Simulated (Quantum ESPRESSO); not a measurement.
pw.x input (Quantum ESPRESSO 7.5; PBEsol, PseudoDojo standard norm-conserving files, scalar-relativistic):

```
&CONTROL
  calculation = 'scf'
  pseudo_dir = './pseudo'
  outdir = './out'
  tprnfor = .true.
  tstress = .true.
/
&SYSTEM
  ibrav = 0
  nat = 5
  ntyp = 3
  ecutwfc = 84.0
  ecutrho = 336.0
  occupations = 'smearing'
  smearing = 'fd'
  degauss = 0.002
  nbnd = 30
/
&ELECTRONS
  conv_thr = 5e-10
/
ATOMIC_SPECIES
Mg 24.3050 Mg.upf
P 30.9738 P.upf
Zn 65.3800 Zn.upf
CELL_PARAMETERS angstrom
  4.014070176000   0.000000000000   0.000000000000
 -2.007035088000   3.476286745000   0.000000000000
  0.000000000000   0.000000000000   6.543880000000
ATOMIC_POSITIONS crystal
Mg   0.666666667000   0.333333333000   0.634150000000
Mg   0.333333333000   0.666666667000   0.994270000000
P   0.000000000000   0.000000000000   0.766710000000
P   0.666666667000   0.333333333000   0.243450000000
Zn   0.000000000000   0.000000000000   0.361420000000
K_POINTS automatic
9 9 4 0 0 0
```

End of the output:

```

[...]
     the Fermi energy is     8.4006 ev
!    total energy              =    -682.93059965 Ry
     estimated scf accuracy    <          5.5E-11 Ry
     smearing contrib. (-TS)   =      -0.00000000 Ry
     internal energy E=F+TS    =    -682.93059965 Ry
     The total energy is F=E-TS. E is the sum of the following terms:
     one-electron contribution =    -558.69757407 Ry
     hartree contribution      =     282.05992996 Ry
     xc contribution           =     -83.95856261 Ry
     ewald contribution        =    -322.33439292 Ry
     convergence has been achieved in  10 iterations
     Forces acting on atoms (cartesian axes, Ry/au):
     atom    1 type  1   force =     0.00000000    0.00000000   -0.00113925
     atom    2 type  1   force =     0.00000000    0.00000000   -0.00023749
     atom    3 type  2   force =     0.00000000    0.00000000    0.00415996
     atom    4 type  2   force =     0.00000000    0.00000000   -0.00324607
     atom    5 type  3   force =     0.00000000   -0.00000000    0.00046286
     Total force =     0.005423     Total SCF correction =     0.000045
     Computing stress (Cartesian axis) and pressure
          total   stress  (Ry/bohr**3)                   (kbar)     P=       -7.49
  -0.00004974   0.00000000   0.00000000           -7.32        0.00        0.00
   0.00000000  -0.00004974   0.00000000            0.00       -7.32        0.00
   0.00000000   0.00000000  -0.00005334            0.00        0.00       -7.85
```
In a gapped system the printed Fermi energy is only some level inside the gap.

Geometry of the Materials Project entry, not relaxed at this level.
